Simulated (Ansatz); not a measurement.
**Sn$_{2}$Pb$_{3}$Se$_{5}$ (I4/mmm) at 2 levels of theory**

One geometry, relaxed with PBE; plane waves with PAW potentials in Ansatz, scalar-relativistic. No spin polarisation. Gaps are the least over mesh and band path; pressure is positive in compression.

```
CELL_PARAMETERS angstrom
-2.17766 2.17766 15.39653
2.17766 -2.17766 15.39653
2.17766 2.17766 -15.39653
ATOMIC_POSITIONS crystal
Sn 0.40037 0.40037 0.00000
Sn 0.59963 0.59963 0.00000
Pb 0.80025 0.80025 0.00000
Pb 0.00000 0.00000 0.00000
Pb 0.19975 0.19975 0.00000
Se 0.89979 0.89979 0.00000
Se 0.50000 0.50000 0.00000
Se 0.10021 0.10021 0.00000
Se 0.69775 0.69775 0.00000
Se 0.30225 0.30225 0.00000
```

```tsv
level	cutoff (eV)	k mesh	gap (eV)	pressure (GPa)
PBE	420	12×12×12	0.06	0.0
```

Question: What comes out on the same cell with r2SCAN?

Answer:
```csv
level,cutoff (eV),k mesh,gap (eV),pressure (GPa)
r2SCAN,500,12×12×12,0.11,-1.0
```

Spin-orbit coupling matters for the bands of heavy elements and is left out.

The structure comes from a generated guess; another structure or a mixture of phases may lie lower.
